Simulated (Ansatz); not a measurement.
The relaxed structure here is a generated cell of BAs: the first start was made by a random draw of sites in a space group, and the end was not matched to a known phase here, so it may be hypothetical. Known forms of BAs include space group No. 216.

One stationary structure of BAs. All values below come from r2SCAN (plane waves to 500 eV, PAW, scalar-relativistic; Ansatz, a quantum-chemistry and plane-wave program).

```cif
data_As2B2
_chemical_formula_sum 'As2 B2'
_space_group_name_H-M_alt 'P 1'
_space_group_IT_number 1
_cell_length_a 3.34210
_cell_length_b 3.41269
_cell_length_c 4.90876
_cell_angle_alpha 90.000
_cell_angle_beta 90.000
_cell_angle_gamma 90.000
loop_
_space_group_symop_operation_xyz
  'x, y, z'
loop_
_atom_site_label
_atom_site_type_symbol
_atom_site_fract_x
_atom_site_fract_y
_atom_site_fract_z
_atom_site_occupancy
As1 As 0.75000 0.50000 0.67282 1
As2 As 0.25000 0.50000 0.32718 1
B1 B 0.75000 0.00000 0.91787 1
B2 B 0.25000 0.00000 0.08213 1
```

**Question.** Find the space group and the Wyckoff positions (tolerance 0.01 Å).

**Answer.** Space group Pmma (No. 51); a = 3.342 Å, b = 3.413 Å, c = 4.909 Å, α = β = γ = 90.00°

| atom | site | symmetry | x | y | z |
|---|---|---|---|---|---|
| As | 2f | mm2 | 0.2500 | 0.5000 | 0.3272 |
| B | 2e | mm2 | 0.2500 | 0.0000 | 0.0821 |

**Question.** Give the shortest distances between elements (the closest pairs, up to four, under 3.6 Å).

**Answer.** B–B 1.86 Å; As–B 2.09 Å; As–As 2.38 Å.

The volume per atom is 14.00 Å³ and the band gap comes out as no gap (metallic).

No spin polarisation in the result.

It was reached from a disturbed copy of a P6/mmm (No. 191) cell, against which it lies -1.26 eV/atom.
